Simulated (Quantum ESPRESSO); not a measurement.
Quadrupole interaction in Sr₂HfSnO₆

```yaml
crystal:
  lattice:
    - [0.00000, 4.12349, 4.12349]
    - [4.12349, 0.00000, 4.12349]
    - [4.12349, 4.12349, 0.00000]
  atoms:
    - { symbol: Sr, position: [0.25000, 0.25000, 0.25000] }
    - { symbol: Sr, position: [0.75000, 0.75000, 0.75000] }
    - { symbol: Hf, position: [0.00000, 0.00000, 0.00000] }
    - { symbol: Sn, position: [0.50000, 0.50000, 0.50000] }
    - { symbol: O, position: [0.75004, 0.24996, 0.24996] }
    - { symbol: O, position: [0.24996, 0.75004, 0.75004] }
    - { symbol: O, position: [0.24996, 0.75004, 0.24996] }
    - { symbol: O, position: [0.75004, 0.24996, 0.75004] }
    - { symbol: O, position: [0.24996, 0.24996, 0.75004] }
    - { symbol: O, position: [0.75004, 0.75004, 0.24996] }
```
The geometry is a computed Materials Project entry, not a measured one. It is Sr2HfSnO6 in Fm-3m; whether this form has been observed was not checked. Stability against distortions was not tested. The run has no spin polarisation.

Convention: |Vzz| is the largest principal value, η_Q = (Vxx − Vyy)/Vzz, |C_Q| = |eQVzz/h|. Cores are frozen. Against all-electron runs on small test molecules, this scheme's |Vzz| missed by −2 to +6 % on O.

Quadrupole moments taken as inputs (sizes, barn, from the tables of PySCF and pymatgen): ⁸⁷Sr 0.305, ¹⁷⁷Hf 3.37, ¹⁷O 0.0256.

Q: What do the calculations give at each independent site (field gradients by PBE PAW (JTH datasets; density from pw.x of a modified build of Quantum ESPRESSO, gradients reconstructed from it by a script), 22.5 Ha, k-mesh 5×5×5 through Γ)?

A: 
```
site                         site symmetry  Vzz (10²¹ V/m²)   η_Q  ∣C_Q∣ (MHz)
---------------------------  -------------  ---------------  ----  -----------
Sr (atoms 1, 2)                       -43m                0     –     0 (⁸⁷Sr)
Hf (atom 3)                           m-3m                0     –    0 (¹⁷⁷Hf)
Sn (atom 4)                           m-3m                0     –            –
O (atoms 5, 6, 7, 8, 9, 10)            4mm             4.20  0.00   2.60 (¹⁷O)
```
